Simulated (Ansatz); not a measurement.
Ti2SiB2:
```cif
data_B2SiTi2
_chemical_formula_sum 'Ti2 Si1 B2'
_space_group_name_H-M_alt 'P 1'
_space_group_IT_number 1
_cell_length_a 2.98761
_cell_length_b 2.98761
_cell_length_c 7.18013
_cell_angle_alpha 90.000
_cell_angle_beta 90.000
_cell_angle_gamma 120.000
loop_
_space_group_symop_operation_xyz
  'x, y, z'
loop_
_atom_site_label
_atom_site_type_symbol
_atom_site_fract_x
_atom_site_fract_y
_atom_site_fract_z
_atom_site_occupancy
Ti1 Ti 0.33333 0.66667 0.71780 1
Ti2 Ti 0.33333 0.66667 0.28220 1
Si1 Si 0.00000 0.00000 0.00000 1
B1 B 0.00000 0.00000 0.50000 1
B2 B 0.66667 0.33333 0.50000 1
```

Relaxed with PBEsol.

Task: Decompose the optical modes at the zone centre into irreducible representations, and say which are infrared and Raman allowed.

Result: Point group -6m2: Γ_opt = A1' + 3A2'' + 3E' + E''. Infrared: A2'', E'. Raman: A1', E', E''.

Task: Assign frequencies (DFPT, PBEsol in the plane-wave PAW code Ansatz).

Result: E' 194, E'' 262, A1' 334, A2'' 390, E' 496, A2'' 555, A2'' 577, E' 961 cm⁻¹.

Space group P-6m2. The start of the workflow was typed in or built on a structure type; neither database checked (COD, Materials Project) lists it. Whether it is the stable phase at ambient conditions was not checked. Symmetry was held in the PBEsol relaxation; whether a distortion lowers the energy is not shown. No spin polarisation was allowed. As this level gives no gap, phonon frequencies hold no LO–TO term and depend on the k-mesh and smearing (Fermi–Dirac, 0.1 eV here).

Potentials: the earlier of the program's two PAW sets. The files were generated under PBE; for other functionals the program regenerates the frozen cores, and for LDA and PBEsol the local potential too.
